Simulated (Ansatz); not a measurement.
CrN:
```cif
data_Cr2N2
_chemical_formula_sum 'Cr2 N2'
_space_group_name_H-M_alt 'P 1'
_space_group_IT_number 1
_cell_length_a 4.93779
_cell_length_b 4.93779
_cell_length_c 4.93779
_cell_angle_alpha 35.189
_cell_angle_beta 35.189
_cell_angle_gamma 35.189
loop_
_space_group_symop_operation_xyz
  'x, y, z'
loop_
_atom_site_label
_atom_site_type_symbol
_atom_site_fract_x
_atom_site_fract_y
_atom_site_fract_z
_atom_site_occupancy
Cr1 Cr 0.00000 0.00000 0.00000 1
N1 N 0.75000 0.75000 0.75000 1
Cr2 Cr 0.50000 0.50000 0.50000 1
N2 N 0.25000 0.25000 0.25000 1
```
Starting moments (μB, in the order of the atoms Cr N Cr N): 2.7 0.0 -2.7 0.0.

Relaxed with r²SCAN.

### Question
Tabulate the valence density and the electron localisation function along the shortest Cr–N contact (2.08 Å), r²SCAN (plane waves, PAW; program Ansatz).

### Answer


| distance from Cr (Å) | density (e/Å³) | ELF |
|---|---|---|
| 0.21 | 18.24 | 0.88 |
| 0.31 | 13.69 | 0.81 |
| 0.42 | 9.19 | 0.69 |
| 0.52 | 5.52 | 0.52 |
| 0.62 | 2.96 | 0.35 |
| 0.73 | 1.45 | 0.21 |
| 0.83 | 0.76 | 0.13 |
| 0.93 | 0.56 | 0.12 |
| 1.04 | 0.55 | 0.23 |
| 1.14 | 0.63 | 0.50 |
| 1.25 | 0.82 | 0.74 |
| 1.35 | 1.11 | 0.82 |
| 1.45 | 1.56 | 0.82 |
| 1.56 | 2.21 | 0.77 |
| 1.66 | 2.90 | 0.65 |
| 1.76 | 3.34 | 0.43 |
| 1.87 | 3.43 | 0.18 |

The density is the valence pseudo-density with augmentation charge, so density and ELF within about 1 Å of a nucleus are not all-electron values.

Space group R-3m. The cell is a constructed one: a structure type filled with these elements; the Crystallography Open Database copy checked does not list it. COD files the formula under space group No. 225, so this cell is another polymorph or a model. Its standing as an ambient phase is unchecked. The r²SCAN relaxation kept the symmetry of its start, as lowered by the spin order; its stability against distortions is not shown here. The final state is antiferromagnetic, chosen from 3 collinear starts compared on coarse meshes (ties went to the first, and starts can fall back to one state), not a proven ground state. Other orbital occupations within this spin state were not tried. No Hubbard U is applied.

Potentials: the earlier of the program's two PAW sets.
